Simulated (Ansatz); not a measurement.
# Relaxing a structure of KF

The start is a relaxed KF cell deformed by the Cartesian strain tensor (xx, yy, zz, yz, xz, xy) = (0.119, -0.122, -0.012, 0.009, -0.064, -0.030). The cell and all atomic positions are relaxed at zero pressure with r2SCAN (plane waves to 500 eV, PAW, scalar-relativistic; Ansatz, an electronic-structure program). The first steps use a coarse 7×8×8 k-mesh.

Input geometry:
```yaml
crystal:
  lattice:
    - [-0.24863, 2.35735, 2.64986]
    - [2.80675, -0.05717, 2.45840]
    - [2.89583, 2.25497, -0.14625]
  atoms:
    - { symbol: F, position: [0.00000, 0.00000, 0.00000] }
    - { symbol: K, position: [0.50000, 0.50000, 0.50000] }
```

Question: How does the volume per atom move from start to end?

Answer: +3.5 %, from 18.17 to 18.80 Å³/atom.

Question: Is the parent structure recovered?

Answer: It returns to the parent structure, Fm-3m (No. 225).

Question: How do the shortest distances between atoms change?

Answer: The closest pairs of elements (up to four, under 3.6 Å), start → end: F–K 2.34 → 2.66 Å; F–F 3.48 → 3.76 Å; K–K 3.48 → 3.76 Å.

Question: What band gap does the relaxed structure have at this level?

Answer: 6.91 eV, direct at Γ (no spin-orbit coupling).

It ends as:

```cif
data_F4K4
_chemical_formula_sum 'F4 K4'
_space_group_name_H-M_alt 'Fm-3m'
_space_group_IT_number 225
_space_group_name_Hall '-F 4 2 3'
_cell_length_a 5.31824
_cell_length_b 5.31824
_cell_length_c 5.31824
_cell_angle_alpha 90.000
_cell_angle_beta 90.000
_cell_angle_gamma 90.000
loop_
_atom_site_label
_atom_site_type_symbol
_atom_site_symmetry_multiplicity
_atom_site_Wyckoff_symbol
_atom_site_fract_x
_atom_site_fract_y
_atom_site_fract_z
_atom_site_occupancy
F1 F 4 a 0.00000 0.00000 0.00000 1
K1 K 4 b 0.50000 0.50000 0.50000 1
```
(The calculation used a cell of 2 atoms; values per cell refer to that cell.)

Final values are on a 11×11×11 k-mesh of the relaxed cell. No spin polarisation in the result.

The run could not lose the symmetry of its start.

All atoms sit on sites fixed by symmetry, so only the cell could relax.
